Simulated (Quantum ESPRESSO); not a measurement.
```cif
data_Br6Cs2Pt
_chemical_formula_sum 'Br6 Cs2 Pt1'
_space_group_name_H-M_alt 'P 1'
_space_group_IT_number 1
_cell_length_a 7.64778
_cell_length_b 7.64778
_cell_length_c 7.64778
_cell_angle_alpha 60.000
_cell_angle_beta 60.000
_cell_angle_gamma 60.000
loop_
_space_group_symop_operation_xyz
  'x, y, z'
loop_
_atom_site_label
_atom_site_type_symbol
_atom_site_fract_x
_atom_site_fract_y
_atom_site_fract_z
_atom_site_occupancy
Br1 Br 0.76923 0.23077 0.76923 1
Br2 Br 0.23077 0.76923 0.23077 1
Br3 Br 0.76923 0.23077 0.23077 1
Br4 Br 0.23077 0.76923 0.76923 1
Br5 Br 0.76923 0.76923 0.23077 1
Br6 Br 0.23077 0.23077 0.76923 1
Cs1 Cs 0.75000 0.75000 0.75000 1
Cs2 Cs 0.25000 0.25000 0.25000 1
Pt1 Pt 0.00000 0.00000 0.00000 1
```

The geometry is that of Materials Project entry mp-30062, symmetrised and not relaxed again.

Task: What does PBEsol (pw.x of Quantum ESPRESSO, ONCV potentials, scalar-relativistic) give for the electronic structure near the Fermi level?

Result: The PBEsol gap is indirect, 1.29 eV, from Γ to X; the smallest direct gap is 1.31 eV. Spin-orbit coupling is left out, which matters for elements this heavy: edges can move by tenths of an eV.

The structure is a Materials Project entry; no match was found in the copy of COD used, and its stability was not checked.
